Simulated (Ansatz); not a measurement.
Relaxed-ion elastic tensor of C in space group I4_132 (No. 214; C on 8a) in GPa (Voigt order), r²SCAN in the plane-wave PAW code Ansatz; density 2.31 g/cm³, 8.65 Å³ per atom.

```
 196   302   302   0.0   0.0   0.0
 302   196   302   0.0   0.0   0.0
 302   302   196   0.0   0.0   0.0
 0.0   0.0   0.0  -240   0.0   0.0
 0.0   0.0   0.0   0.0  -240   0.0
 0.0   0.0   0.0   0.0   0.0  -240
```

Q: Is the crystal mechanically stable?

A: No: the smallest eigenvalue of C is -240 GPa.

The start of the workflow was typed in or built on a structure type; neither database checked (COD, Materials Project) lists it. It is not the phase usual at ambient conditions (space group No. 194, 227). Symmetry was held in the r²SCAN relaxation. At this level the phase is mechanically unstable. As this level gives no gap, shear constants depend on the k-mesh and smearing (Fermi–Dirac, 0.1 eV here).

Potentials: the earlier of the program's two PAW sets.
